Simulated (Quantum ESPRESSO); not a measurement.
AlHf5AgGa, a guest atom moved from site to site

Computed values, not a measurement. The program is pw.x of Quantum ESPRESSO 7.5 (plane-wave density functional theory). The cell is made up: eight metal atoms on a face-centred cubic lattice, with elements, volume, strain and displacements drawn at random and not relaxed, so it may be unstable or far from any real phase. PseudoDojo standard norm-conserving files set the functional (PBE unless stated); there is no spin polarisation or spin-orbit coupling, the Fermi-Dirac width of 0.25 eV means electrons at about 2900 K, and the masses in the input are unused placeholders. Heavy elements are run without spin-orbit coupling, which real alloys of them have. A spin test at this wide smearing found no moment, but such smearing suppresses magnetism that the real alloy may have.

The runs move one Al atom among sites that otherwise hold Hf. Cell, positions, cutoff, mesh and smearing stay as in the input of run 1; sites are counted in its order. Stress in the tables is positive in tension.

Input of run 1:

```
&control calculation='scf', pseudo_dir='./dojo.nc.sr.pbe.v0_5.standard.upf', outdir='./o', disk_io='minimal', tprnfor=.true., tstress=.true. /
&system ibrav=0, nat=8, ntyp=4, nbnd=62, ecutwfc=82.02448710, nosym=.true., tot_charge=0,
 occupations='smearing', smearing='fd', degauss=0.0183746611
/
&electrons conv_thr=1.470e-08, electron_maxstep=70, mixing_beta=0.5 /
ATOMIC_SPECIES
Ag 1.0 Ag.upf
Al 1.0 Al.upf
Ga 1.0 Ga.upf
Hf 1.0 Hf.upf
CELL_PARAMETERS angstrom
-0.0002 2.166 2.1245
-0.002 4.3479 -4.2649
-8.76 -2.1717 2.1309
ATOMIC_POSITIONS angstrom
Al -0.105 0.0567 0.1371
Hf -4.3433 0.0363 0.1227
Ag 0.1123 2.1696 -1.985
Hf -4.323 2.0194 -2.1113
Hf -6.5468 -0.0984 2.0852
Ga -2.2057 2.0074 0.0104
Hf -6.4166 2.085 0.0955
Hf -2.2471 4.338 -2.1947
K_POINTS automatic
8 4 3 1 1 1
```

```
run  elements on sites 1 to 8  free energy less that of run 1 (eV)  -TS (eV)  pressure (GPa)  stress xx (GPa)  stress yy (GPa)  stress zz (GPa)  stress yz (GPa)  stress xz (GPa)  stress xy (GPa)  iterations
  1   Al Hf Ag Hf Hf Ga Hf Hf                                0.000    -1.369            3.95            -3.40            -3.45            -4.99            -1.11            -0.78            -0.32          18
  2   Hf Al Ag Hf Hf Ga Hf Hf                               -0.136    -1.496            2.44            -0.55            -2.71            -4.06            -1.30             0.57            -0.89          18
  3   Hf Hf Ag Hf Al Ga Hf Hf                               -0.051    -1.471            2.60            -2.34            -2.50            -2.96            -0.88             0.27            -0.19          18
  4   Hf Hf Ag Hf Hf Ga Al Hf                               -0.030    -1.465            2.79            -1.03            -3.00            -4.34            -1.17             0.46            -0.79          16
  5   Hf Hf Ag Hf Hf Ga Hf Al                               -0.266    -1.391            3.60            -3.16            -3.60            -4.04             0.05            -0.21            -0.50          18
```

Forces Fx Fy Fz (eV/Å):

```
site              run 1              run 2              run 3              run 4              run 5
   1   0.41 -0.26 -0.36   0.49 -0.44 -0.70   0.84 -0.13 -1.08   0.81 -0.60 -0.48  -0.30 -0.71 -0.43
   2   0.32 -0.47 -0.43  -0.33 -0.54 -0.13  -0.04 -0.55 -0.15  -0.22 -0.43 -0.70   0.85 -0.69 -0.13
   3  -0.73 -0.03 -0.38   -0.55 0.07 -0.51   -0.23 0.01 -0.11   -0.38 0.24 -0.57   -0.68 0.12 -0.46
   4    0.33 0.28 -0.33    0.32 0.44 -0.16   -0.13 0.35 -0.32   -0.28 0.26 -0.20    0.79 0.50 -0.39
   5   -0.24 -0.41 1.22    0.57 -0.39 1.10   -0.05 -0.29 0.61   -0.07 -0.21 1.10   -0.13 -0.40 1.18
   6    0.24 0.49 -0.28   -0.05 0.59 -0.32    0.07 0.57 -0.21   -0.02 0.58 -0.20     0.30 0.49 0.00
   7   -1.87 0.77 -0.56   -0.69 0.64 -0.37   -1.76 0.51 -0.24   -0.71 0.52 -0.38   -1.34 0.88 -0.52
   8    1.54 -0.36 1.12    0.24 -0.37 1.09    1.31 -0.48 1.49    0.88 -0.36 1.43    0.50 -0.18 0.76
```

The sites are displaced and not relaxed, so the energy differences mix bonding between neighbours with strain and are not ordering energies. A rerun of one cell of this series at a higher cutoff and on a denser mesh moved values by no more than 0.010 eV in energy, 0.07 GPa in stress and 0.013 eV/Å in force, and a second program with other atomic files agreed on that cell to 2 % rms in force and 0.5 GPa in pressure.